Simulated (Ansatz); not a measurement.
BaPbO3 under strain

Theory: Ansatz, DFT PBEsol, scalar-relativistic, plane waves, PAW. Run with 420 eV cutoff, 8×8×8 k-mesh, Gaussian smearing of 0.10 eV, no spin polarisation.

Reference structure (relaxed):

```
Ba Pb O
1.0
     4.28206    0.00000    0.00000
     0.00000    4.28206    0.00000
     0.00000    0.00000    4.28206
Ba Pb O
1 1 3
Direct
  0.50000 0.50000 0.50000
  0.00000 0.00000 0.00000
  0.00000 0.50000 0.00000
  0.00000 0.00000 0.50000
  0.50000 0.00000 0.00000
```

Deformation: c alone is stretched, the rest of the cell is held and the atoms relax, all within the symmetry that the strain leaves. Energies are extrapolated to zero smearing. Stress is positive in compression, on the Cartesian axes of the cell above.

Spin–orbit coupling is left out, which can shift energies with elements as heavy as these.

```csv
strain (%),ΔE (meV/atom),a (Å),b (Å),c (Å),σxx (GPa),σyy (GPa),σzz (GPa)
-3.0,11.1,4.282,4.282,4.154,1.95,1.95,8.06
-2.0,4.7,4.282,4.282,4.196,1.24,1.24,5.09
-1.0,1.1,4.282,4.282,4.239,0.59,0.59,2.41
+0.0,0.0,4.282,4.282,4.282,-0.01,-0.01,-0.01
+1.0,1.1,4.282,4.282,4.325,-0.56,-0.56,-2.18
+2.0,4.3,4.282,4.282,4.368,-1.06,-1.06,-4.12
+3.0,9.3,4.282,4.282,4.411,-1.52,-1.52,-5.87
```

Symmetry holds off the tilts and polar distortions that many cubic perovskites undergo.